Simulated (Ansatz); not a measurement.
## Si: computed property card

Si:
```yaml
crystal:
  lattice:
    - [2.53014, 0.00000, 0.00000]
    - [0.00000, 2.53014, 0.00000]
    - [0.00000, 0.00000, 2.53014]
  atoms:
    - { symbol: Si, position: [0.00000, 0.00000, 0.00000] }
```

Space group Pm-3m (No. 221), simple cubic; conventional cell a = b = c = 2.5301 Å, α = β = γ = 90.00°.

Method: PBE in the plane-wave PAW code Ansatz. The cell and atoms are relaxed at this level. Other levels are named where they apply.

Cell and energy:

```yaml
volume_per_atom: 16.20 Å³
density: 2.88 g/cm³
```

Electronic structure:

```yaml
electronic_character: metallic (no gap)
Density of states at the Fermi level: 0.42 states/eV per atom (mean over ±0.08 eV)
```

Mechanics:

```yaml
Bulk modulus (Birch–Murnaghan fit): 101 GPa
Pressure derivative B′: 4.4
Elastic constants (relaxed ions, GPa): C11 = 202, C12 = 51.4, C44 = 12.6
mechanical_stability: stable (all eigenvalues of C positive)
hill_bulk_and_shear_moduli: 102 and 28.3 GPa
Young's modulus: 77.7 GPa
Poisson's ratio: 0.37
debye_temperature_from_the_elastic_constants: 416 K
```

The cell is a constructed one: a structure type filled with these elements; neither database checked (COD, Materials Project) lists it. It is not the phase usual at ambient conditions (space group No. 227). Symmetry was held in the PBE relaxation; its stability against distortions is not shown here. As this level gives no gap, shear constants depend on the k-mesh and smearing (Fermi–Dirac, 0.1 eV here).

Potentials: the later of the program's two PAW sets.
